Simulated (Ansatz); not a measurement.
## GeTe$_{4}$As$_{2}$Au single point

Input file of Ansatz 0.2.0:

```yaml
crystal:
  lattice:
    - [-4.01196, 4.01196, 3.393299]
    - [4.01196, -4.01196, 3.393299]
    - [4.01196, 4.01196, -3.393299]
  atoms:
    - { symbol: As, position: [0.5, 0.0, 0.5] }
    - { symbol: As, position: [0.0, 0.5, 0.5] }
    - { symbol: Au, position: [0.5, 0.5, 0.0] }
    - { symbol: Ge, position: [0.0, 0.0, 0.0] }
    - { symbol: Te, position: [0.40113, 0.40113, 0.35148] }
    - { symbol: Te, position: [0.59887, 0.95035, 0.0] }
    - { symbol: Te, position: [0.04965, 0.04965, 0.64852] }
    - { symbol: Te, position: [0.95035, 0.59887, 0.0] }
  symmetry: { tolerance: 0.0003 }
kpoints:
  mp_grid: { grid: [7, 7, 7], shift: [0, 0, 0] }
  band_path:
    path:
      - [0.0, 0.0, 0.0]
      - [0.0, 0.0, 0.5]
      - [-0.5, 0.5, 0.5]
      - [0.0, 0.0, 0.0]
      - [0.42884264, 0.42884264, -0.42884264]
      - [-0.42884264, 0.57115736, 0.42884264]
      - [-0.5, 0.5, 0.5]
      - [0.0, 0.0, 0.5]
      - [0.25, 0.25, 0.25]
      - [0.0, 0.5, 0.0]
      - [0.0, 0.0, 0.0]
    npoints: 6
magnetization:
  spin_polarized: false
scf:
  occupations: { method: fermi_dirac }
  lower_state_search: "off"
  max_iter: 200
hamiltonian:
  pseudopotentials: { kind: paw }
  xc: pbe
  hubbard:
    projectors: all-electron-ortho-atomic
    sites: [{ species: Au, l: d, u_eff: 1.37 }]
basis:
  ecutwfc: 420
  fft_grid_basis: typed
output:
  forces: true
  stress: true
  eigenvalues: true
  bader: true
  populations: true
  elf: true
  write_potential: true
  volumetric_format: npy
  dos:
    e_range: [-12, 8]
    de: 0.05
    projected: { site_lists: { As: [As], Au: [Au], Ge: [Ge], Te: [Te] } }
checkpoint:
  read: saved_state
```

The saved state is an earlier solution for the same cell, perhaps on another mesh. 

Parts of the output:

```
Free energy (F): -55073.1843 eV
Harris-Foulkes:  -55073.1843 eV  (|F-HF|=6.93e-9)
Internal energy: -55073.0053 eV  (E = F + TS)
E sigma→0 (E₀):  -55073.0948 eV
Entropy (-TS):   -0.1790 eV (-22.376 meV/atom)
Fermi energy:    9.8759 eV
--- Stress (GPa, compression-positive) ---
        1.4153       0.0000       0.0000
        0.0000       1.4153       0.0000
        0.0000       0.0000       2.7403
  P = ⅓ Tr σ = 1.8570 GPa (18.570 kbar)
--- Löwdin populations: 8 sites ---
  site symbol       q [e]
     0     As     15.0986
     1     As     15.0986
     2     Au     18.6485
     3     Ge     14.0202
     4     Te     15.9150
     5     Te     15.9150
     6     Te     15.9150
     7     Te     15.9150
  spilling = 0.0037 (of n_electrons = 127.0000)
--- Bader charges: 8 sites ---
  site symbol  charge [e]  shift [e]
     0     As      0.0185     0.0000
     1     As      0.0185     0.0000
     2     Au     -0.3110     0.0001
     3     Ge      0.3901     0.0023
     4     Te     -0.0290     0.0006
     5     Te     -0.0291     0.0006
     6     Te     -0.0291     0.0006
     7     Te     -0.0291     0.0006
```

Absolute energies hang on the potentials; compare differences alone.

Origin: a known structure type with other elements, at an estimated volume, so it need not be a known compound. Caveats: many states at the Fermi level without spin polarisation, so a magnetic state may lie lower; a Hubbard term without moments, so a magnetic state may lie lower; atoms or cell far from equilibrium.
